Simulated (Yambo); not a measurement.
```xyz
6
Lattice="1.9590 -5.1813 0.0000 1.9590 5.1813 0.0000 0.0000 0.0000 3.9730" Properties=species:S:1:pos:R:3 pbc="T T T"
H      1.9590     4.8507     0.3828
H      1.9590    -4.8507     2.3692
O      1.9590     4.1161     1.0282
O      1.9590    -4.1161     3.0147
K      1.9590     1.4413     0.9513
K      1.9590    -1.4413     2.9378
```

KOH (space group Cmc2_1, No. 36): mean Im ε in 1 eV windows above the direct gap of 6.51 eV, for different electron-hole kernels (Yambo, broadening 0.15 eV, LDA (pw.x of Quantum ESPRESSO, ONCV potentials, without SOC) bands; 6×6×6 mesh, 6 valence and 6 conduction bands, static screening with 45 bands and a 3 Ry block, scissor 2.79 eV, Tamm-Dancoff; field along x).

```json
[
 {"window (eV)": "6.5 to 7.5", "independent quasiparticles": "0.3", "BSE": "2.2"},
 {"window (eV)": "7.5 to 8.5", "independent quasiparticles": "0.9", "BSE": "2.0"},
 {"window (eV)": "8.5 to 9.5", "independent quasiparticles": "1.6", "BSE": "0.9"},
 {"window (eV)": "9.5 to 10.5", "independent quasiparticles": "2.3", "BSE": "0.4"},
 {"window (eV)": "10.5 to 11.5", "independent quasiparticles": "2.2", "BSE": "0.4"}
]
```

This run doesn't resolve bound excitons or single peaks, so only averages are given, and they too depend on the mesh; weight that the attraction moves below the gap isn't listed. All transitions below 11.71 eV are in the band window. The scissor comes from a G0W0 run whose convergence isn't established.

Geometry of the Materials Project entry, not relaxed at this level.

The structure is a Materials Project entry; no match was found in the copy of COD used, and its stability was not checked.
